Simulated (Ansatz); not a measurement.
Zr (bcc (W type), Im-3m) at seven volumes, DFT-r²SCAN+D4 in the program Ansatz with PAW potentials, scaled uniformly. One row is withheld.

```json
[
 {"V (Å³/atom)": "20.807", "P (GPa)": "?"},
 {"V (Å³/atom)": "21.493", "P (GPa)": "5.96"},
 {"V (Å³/atom)": "22.179", "P (GPa)": "2.83"},
 {"V (Å³/atom)": "22.864", "P (GPa)": "0.00"},
 {"V (Å³/atom)": "23.550", "P (GPa)": "-2.54"},
 {"V (Å³/atom)": "24.236", "P (GPa)": "-4.80"},
 {"V (Å³/atom)": "24.922", "P (GPa)": "-6.80"}
]
```

Q: Fit the shown pressures and predict the withheld one.

A: P = (3/2)B₀(x^(7/2) − x^(5/2))[1 + (3/4)(B′ − 4)(x − 1)] with x = (V₀/V)^(2/3). Least squares on the six rows gives V₀ = 22.863 Å³/atom, B₀ = 89.0 GPa, B′ = 2.70. At V = 20.807, x = 1.0648 and P = 9.49 GPa. The run itself gave 9.42 GPa.

This is a known high-temperature phase of the composition, computed here at zero pressure and temperature. The r²SCAN+D4 relaxation kept the symmetry of its start. At this level the phase is mechanically unstable. The run is not spin-polarised. The pairwise dispersion correction was not fitted to metals.

Potentials: the later of the program's two PAW sets.
